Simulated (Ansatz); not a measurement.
Ru:
```
CELL_PARAMETERS angstrom
      0.00000     2.72721     2.72721
      2.72721     0.00000     2.72721
      2.72721     2.72721     0.00000
ATOMIC_POSITIONS crystal
  Ru 0.00000 0.00000 0.00000
  Ru 0.25000 0.25000 0.25000
```

Relaxed with PBE. Special points in fractions of this cell's reciprocal vectors: Γ (0.000, 0.000, 0.000); X (0.500, 0.000, 0.500); U (0.625, 0.250, 0.625); K (0.375, 0.375, 0.750); L (0.500, 0.500, 0.500); W (0.500, 0.250, 0.750).

List the band energies nearest the Fermi level at these points for PBE (plane waves, PAW; program Ansatz).

In eV from the Fermi level; about four levels below and three above (degenerate sets whole), none deeper than 8.9 eV; points with the same levels are listed once.

```
k                                below                above
-  -----------------------------------  -------------------
Γ  -3.18 -3.18 -3.18 -0.45 -0.45 -0.45      1.85 1.85 12.57
X              -1.37 -1.37 -1.24 -1.24  1.70 1.70 3.38 3.38
U              -1.94 -1.55 -1.27 -1.11       1.89 2.05 2.59
L              -3.42 -3.42 -3.16 -0.36  0.23 0.23 1.41 1.41
W              -1.84 -1.84 -1.31 -1.31  2.13 2.13 3.54 3.54
```

Space group Fd-3m (diamond). The start of the workflow was typed in or built on a structure type; neither database checked (COD, Materials Project) lists it. It is not the phase usual at ambient conditions (space group No. 194). The PBE relaxation kept the symmetry of its start; whether a distortion lowers the energy is not shown. The workflow began spin-polarised and lost its moments. Scalar-relativistic: spin–orbit coupling is off unless named, which matters more the heavier the elements.

Potentials: the later of the program's two PAW sets.
